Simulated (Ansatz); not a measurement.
Relaxed candidate structures of AlN:

A. Fm-3m (No. 225), cF8, rock salt type; a = 4.045 Å, b = 4.045 Å, c = 4.045 Å, α = 90.00°, β = 90.00°, γ = 90.00°; Al 4b (0.500, 0.500, 0.500); N 4a (0.000, 0.000, 0.000)

B. R3m, hexagonal axes (No. 160), hR6, AFLOW prototype AB_hR6_160_b_b (B13, as in NiS); a = b = 8.4886 Å, c = 2.7110 Å, α = β = 90.00°, γ = 120.00°; Al 9b (0.461, 0.230, 0.242); N 9b (0.210, 0.105, 0.387)

C. P6₃mc (No. 186), hP4, wurtzite type; a = b = 3.114 Å, c = 4.984 Å, α = β = 90.00°, γ = 120.00°; Al 2b (0.667, 0.333, 0.496); N 2b (0.333, 0.667, 0.378)

D. P4₂/mmc (No. 131), tP4; a = 2.919 Å, b = 2.919 Å, c = 5.142 Å, α = 90.00°, β = 90.00°, γ = 90.00°; Al 2c (0.000, 0.500, 0.000); N 2e (0.000, 0.000, 0.250)

### Question
Put the candidates in order of energy per atom, lowest first, for PBEsol (plane waves to 420 eV, PAW, scalar-relativistic; Ansatz, a quantum-chemistry and plane-wave program).

### Answer
C (reference, the lowest of the structures calculated here), A (+0.103 eV/atom), B (+0.498 eV/atom), D (+0.93 eV/atom)

### Question
Give each candidate's band gap.

### Answer
No gap: D. A: 4.55 eV (no spin-orbit coupling); B: 1.73 eV (no spin-orbit coupling); C: 4.09 eV (no spin-orbit coupling).

Probably no minimum, since a slightly shaken restart fell lower: P4₂/mmc, tP4 (by 0.83 eV/atom, to Fm-3m).  3 generated cells of layers, chains or molecules, poorly bound without dispersion, are left out. Each run could gain symmetry but not lose that of its start, so entries can be saddle points. From databases, or of a type measured for this composition: Fm-3m, cF8, rock salt type; P6₃mc, hP4, wurtzite type; the others are generated cells (placed on structure types, drawn at random, substituted or restacked) that were not matched to a known phase here. Static energies at zero pressure. Each cell has its own k-point mesh; energy differences are given only to the digits this allows. No spin polarisation in the result.
